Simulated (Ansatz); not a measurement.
## Does relaxation matter for the field gradients of CdS with a Cd vacancy?

Start: a supercell of CdS (zinc blende type, F-43m) built from a COD entry, with all atoms left at the host's positions.

```
Cd S
1.0
     0.00000    8.74950    8.74950
     8.74950    0.00000    8.74950
     8.74950    8.74950    0.00000
Cd S
26 27
Cartesian
  2.9165 2.9165 0.0000
  5.8330 5.8330 0.0000
  2.9165 0.0000 2.9165
  5.8330 2.9165 2.9165
  8.7495 5.8330 2.9165
  5.8330 0.0000 5.8330
  8.7495 2.9165 5.8330
  11.6660 5.8330 5.8330
  0.0000 2.9165 2.9165
  2.9165 5.8330 2.9165
  5.8330 8.7495 2.9165
  2.9165 2.9165 5.8330
  5.8330 5.8330 5.8330
  8.7495 8.7495 5.8330
  5.8330 2.9165 8.7495
  8.7495 5.8330 8.7495
  11.6660 8.7495 8.7495
  0.0000 5.8330 5.8330
  2.9165 8.7495 5.8330
  5.8330 11.6660 5.8330
  2.9165 5.8330 8.7495
  5.8330 8.7495 8.7495
  8.7495 11.6660 8.7495
  5.8330 5.8330 11.6660
  8.7495 8.7495 11.6660
  11.6660 11.6660 11.6660
  1.4582 1.4582 1.4582
  4.3747 4.3747 1.4582
  7.2912 7.2912 1.4582
  4.3747 1.4582 4.3747
  7.2913 4.3747 4.3747
  10.2078 7.2912 4.3747
  7.2912 1.4582 7.2912
  10.2078 4.3747 7.2912
  13.1242 7.2912 7.2912
  1.4582 4.3747 4.3747
  4.3747 7.2913 4.3747
  7.2912 10.2078 4.3747
  4.3747 4.3747 7.2913
  7.2913 7.2913 7.2913
  10.2078 10.2078 7.2913
  7.2912 4.3747 10.2078
  10.2078 7.2913 10.2078
  13.1242 10.2078 10.2078
  1.4582 7.2912 7.2912
  4.3747 10.2078 7.2912
  7.2912 13.1242 7.2912
  4.3747 7.2912 10.2078
  7.2913 10.2078 10.2078
  10.2078 13.1242 10.2078
  7.2912 7.2912 13.1242
  10.2078 10.2078 13.1242
  13.1242 13.1242 13.1242
```

Atom numbers follow the list; atoms alike are taken as one site, whose name carries the number of the first.

Level of theory: DFT, PBE, plane waves and PAW, scalar-relativistic, 420 eV cutoff, Γ-centred 2×2×2 k-points, Fermi–Dirac smearing 0.01 eV, cell charge -2 (Ansatz 0.2.0).

The largest force at the start is 0.71 eV/Å. Relaxing the ions at fixed cell moves them by 0.235 Å at most (atom 29, S) and 0.095 Å rms.

```
site  atom  moved (Å)  first shell before    first shell after  V_zz before (10²¹ V/m²)  η before
 Cd1     1      0.140       4 S at 2.53 Å   4 S at 2.47–2.57 Å                    -3.21      0.43
 Cd4     4      0.030       4 S at 2.53 Å   4 S at 2.53–2.55 Å                     0.83      0.00
 Cd8     8      0.010       4 S at 2.53 Å   4 S at 2.52–2.54 Å                     0.66      0.00
Cd14    14      0.027       4 S at 2.53 Å   4 S at 2.53–2.54 Å                    -0.55      0.71
 S27    27      0.235      3 Cd at 2.53 Å       3 Cd at 2.47 Å                    -9.14      0.00
 S28    28      0.030      4 Cd at 2.53 Å  4 Cd at 2.53–2.56 Å                    -1.92      0.28
 S32    32      0.018      4 Cd at 2.53 Å  4 Cd at 2.52–2.57 Å                     1.01      0.10
 S40    40      0.003      4 Cd at 2.53 Å  4 Cd at 2.54–2.55 Å                   -0.082      0.00
```

Task: How do the gradients change?

Result: 

```json
{"site": "Cd1", "atom": "1", "V_zz after": "-6.44", "η after": "0.04", "change of V_zz": "-3.23"}
{"site": "Cd4", "atom": "4", "V_zz after": "1.35", "η after": "0.00", "change of V_zz": "+0.52"}
{"site": "Cd8", "atom": "8", "V_zz after": "0.80", "η after": "0.00", "change of V_zz": "+0.14"}
{"site": "Cd14", "atom": "14", "V_zz after": "-1.20", "η after": "0.90", "change of V_zz": "-0.65"}
{"site": "S27", "atom": "27", "V_zz after": "-5.26", "η after": "0.00", "change of V_zz": "+3.88"}
{"site": "S28", "atom": "28", "V_zz after": "-0.46", "η after": "0.82", "change of V_zz": "–"}
{"site": "S32", "atom": "32", "V_zz after": "-0.94", "η after": "0.70", "change of V_zz": "–"}
{"site": "S40", "atom": "40", "V_zz after": "-0.14", "η after": "0.00", "change of V_zz": "-0.06"}
```

The largest change of V_zz along a kept axis is on S27, from -9.14 to -5.26. In per cent, |V_zz| changes by +21 to +118 on Cd, -42 on S (all sites that start above 0.5, bar those whose gradient vanishes or changes sign or whose main axis turns by over 40°). Where |V_zz| stays above 0.1 and the axes keep their order, η moves most on Cd1, from 0.43 to 0.04. On S28, S32 the largest principal value lies along another axis in the second run, so the two V_zz can't be compared directly. Sites without a gradient aren't listed.

The defect repeats with the cell of 53 atoms, so it feels its images: sites between two images don't show the values beside a lone defect, and zeros or small values of η there can come from the images' arrangement. A uniform background compensates the cell's charge. Without spin–orbit coupling (the program notes it for Cd) the gradients can shift somewhat, as the gap is small.
Before: With a gap of 0.7 eV on this mesh, small gradients can still move by 0.1 × 10²¹ V/m² or more as the k-mesh gets denser. The neighbours have not yet relaxed around the defect (largest force 0.71 eV/Å), so a real crystal will differ.
